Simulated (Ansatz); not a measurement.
Elastic constants of BeAgF₃ at 7.6 GPa (stress–strain coefficients): input and output

All numbers below come from Ansatz, DFT PBEsol, scalar-relativistic, plane waves, PAW.

Launched with:
```bash
ansatz run input.yaml --threads 1 --pin off --max-ram 1228MiB --backend cpu --events-out ev --progress --plain --runs-dir out
```

Input (bare energies are in eV):
```yaml
crystal:
  lattice:
    - [3.5615, 0.0, 0.0]
    - [0.0, 3.5615, 0.0]
    - [0.0, 0.0, 3.5615]
  atoms:
    - { symbol: Ag, position: [0.0, 0.0, 0.0] }
    - { symbol: Be, position: [0.5, 0.5, 0.5] }
    - { symbol: F, position: [0.5, 0.5, 0.0] }
    - { symbol: F, position: [0.5, 0.0, 0.5] }
    - { symbol: F, position: [0.0, 0.5, 0.5] }
basis:
  ecutwfc: 420
kpoints:
  mp_grid: { grid: [8, 8, 8] }
hamiltonian:
  xc: pbesol
scf:
  occupations: { method: fixed }
output:
  forces: true
  stress: true
  eigenvalues: true
elastic:
  mode: relaxed_ion
  stencil: two_point
```

From the output:
```
--- Elastic constants: 2 strain directions × 2 members + reference (group order 48) ---
  dense FFT box of the reference and of every strained cell: 24×24×24
  strains applied: 11, 23; error gains: componentwise 1.00 (the most a stress slope's error grows in a printed constant), spectral 1.73 (1 for all six strains in a standard setting)
  C = ∂σ_k/∂η_j (tension-positive GPa; Voigt order 11 22 33 23 13 12):
       180.806    150.467    150.467     -0.000     -0.000     -0.000
       150.467    180.806    150.467     -0.000     -0.000     -0.000
       150.467    150.467    180.806     -0.000     -0.000     -0.000
        -0.000     -0.000     -0.000     90.967      0.000      0.000
         0.000      0.000     -0.000      0.000     90.967      0.000
         0.000     -0.000     -0.000      0.000      0.000     90.967
  reference stress σ⁰ (GPa):     -7.646     -7.646     -7.646     -0.000     -0.000     -0.000
  C* (energy form; C + prestress term) asymmetry max|C*_kj − C*_jk| = 5.684e-14 GPa — a small one proves nothing (zero by symmetry where the batch's group is 432, −43m or m−3m); a large one is finite-difference/SCF noise where every solve ...
  moduli (Voigt/Reuss/Hill, GPa): K = 160.58/160.58/160.58   G = 60.65/30.34/45.49   E = 124.70   ν = 0.371
  mechanically stable: yes (min eigenvalue of sym C = 30.34 GPa)
  strain η (Voigt 11):  stress-route row diagonal C_11 = 180.81 GPa, energy-path curvature d²(F+E_count+ΔE)/dδ²/Ω₀ = 185.91 GPa
         δ    σ_11 (GPa) F (eV) n_scf n_hpsi n_pw
    -2.000e-3      -8.0099      -10015.8299434      10   38381    912   relax 0 steps, max|allowed force component| 4.52e-30 eV/Å
     2.000e-3      -7.2867      -10015.8385758      10   35169    912   relax 0 steps, max|allowed force component| 9.41e-30 eV/Å
  strain η (Voigt 23):  stress-route row diagonal C_44 = 90.97 GPa, energy-path curvature d²(F+E_count+ΔE)/dδ²/Ω₀ = 98.03 GPa
         δ    σ_23 (GPa) F (eV) n_scf n_hpsi n_pw
    -2.000e-3      -0.1819      -10015.8343290       9   52170    912   relax 0 steps, max|allowed force component| 3.81e-29 eV/Å
     2.000e-3       0.1819      -10015.8343290      10   47894    912   relax 0 steps, max|allowed force component| 1.63e-28 eV/Å
```

The run took 47 s on 1 thread of Arm Neoverse N1 (shared host), peak memory 0.39 GiB.

The cell is the ideal cubic perovskite prototype; whether it is the stable structure of this composition wasn't checked.

Symmetry holds off the tilts and polar distortions that many cubic perovskites undergo.